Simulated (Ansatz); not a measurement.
Property card for Al$_{3}$GaAs$_{4}$

All numbers below come from Ansatz, DFT PBE, scalar-relativistic, plane waves, PAW.

Plane waves to 420 eV, a k mesh through Γ of 8×4×6 on the computed 8-atom cell and Gaussian smearing (0.02 eV); no spin polarisation.

The structure is relaxed at this level of theory with its symmetry kept, and needn't be the ground state of this composition.

```
CELL_PARAMETERS angstrom
4.05525 0.00000 0.00000
0.00000 8.10950 0.00000
0.00000 0.00000 5.72949
ATOMIC_POSITIONS crystal
Al 0.00000 0.00000 0.00035
Al 0.50000 0.24973 0.50001
Al 0.50000 0.75027 0.50001
Ga 0.00000 0.50000 0.99984
As 0.00000 0.75080 0.74913
As 0.50000 0.00000 0.24988
As 0.00000 0.24920 0.74913
As 0.50000 0.50000 0.25164
```

(1) Formation energy from the elements' standard states (uncorrected)?

(2) Kohn–Sham band gap?

(3) Orbital (Löwdin) character of the top 1 eV of the valence band?

(4) Orbital (Löwdin) character of the lowest 1 eV of the conduction band?

(5) Bader charge by site (e)?

Answers

(1) -0.451 eV/atom.

(2) 1.30 eV.

(3) As 4p 78 %, Al 3p 13 %.

(4) Al 3p 30 %, As 4p 18 %, As 4s 14 %, Ga 4s 13 %, Ga 4p 8 %, Al 3s 7 %, unprojected 9 %.

(5) Al (1 in the cell) 1.95, Al (2 in the cell) 1.95, Ga (1 in the cell) 0.69, As (2 in the cell) -1.63, As (1 in the cell) -1.95, As (1 in the cell) -1.32.

The cell was found from a structure generator's guess, not taken from experiment. Kohn–Sham gaps at this level usually fall short of measured ones. Löwdin shares on free-atom orbitals overweight diffuse shells in the empty bands.
